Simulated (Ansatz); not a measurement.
# Polymorphs of ZrC

Level of theory: DFT, PBEsol, scalar-relativistic, spin polarisation where moments were expected; plane waves to 420 eV with PAW datasets (Ansatz 0.2.0), Gaussian smearing of 0.05 eV.

3 relaxed cells of ZrC are compared, each from another structure type and at zero pressure. Energies are at 0 K and, with meshes that differ between cells, good to about 5 meV/atom.

Which of these relaxed cells lies lowest?
A. Space group P6_3/mmc. The conventional cell has a = 3.272 Å, b = 3.272 Å, c = 5.794 Å, α = 90.00°, β = 90.00°, γ = 120.00°. Zr (atom 1) has 6 C at 2.38 Å as nearest neighbours. C (atom 3) is surrounded by 6 Zr at 2.38 Å.
B. Space group Fm-3m. The conventional cell has a = 4.669 Å, b = 4.669 Å, c = 4.669 Å, α = 90.00°, β = 90.00°, γ = 90.00°. Around Zr (atom 1) lie 6 C at 2.33 Å. C (atom 2) has 6 Zr at 2.33 Å as nearest neighbours.
C. Space group P6_3/mmc. Conventional cell: a = 3.350 Å, b = 3.350 Å, c = 5.227 Å, α = 90.00°, β = 90.00°, γ = 120.00°. Zr (atom 1) has 6 C at 2.33 Å as nearest neighbours. Around C (atom 3) lie 6 Zr at 2.33 Å and 2 C at 2.61 Å.

B. It is the rocksalt start (final group Fm-3m); the next lies 162 meV/atom higher.

| start | final group | ΔE (meV/atom) | V (Å³/atom) | gap (eV) | B0 (GPa) | unlike neighbours of Zr | their mean distance (Å) |
| --- | --- | --- | --- | --- | --- | --- | --- |
| rocksalt | Fm-3m | 0 | 12.73 | metal | 235 | 6 | 2.33 |
| antiNiAs | P6_3/mmc | 162 | 12.70 | metal | 233 | 6 | 2.33 |
| NiAs-type | P6_3/mmc | 575 | 13.43 | metal | 204 | 6 | 2.38 |

Unlike neighbours are counted within 20 % of the shortest unlike distance from the first Zr site.

The lowest is the rocksalt start (final group Fm-3m), 162 meV/atom under the antiNiAs start (final group P6_3/mmc); for scale, kT at 300 K is 26 meV.

Only the structures tried are compared; a structure that wasn't tried may lie lower. All functionals run on datasets generated with PBE.

All runs used the PAW datasets of the set soft_2.
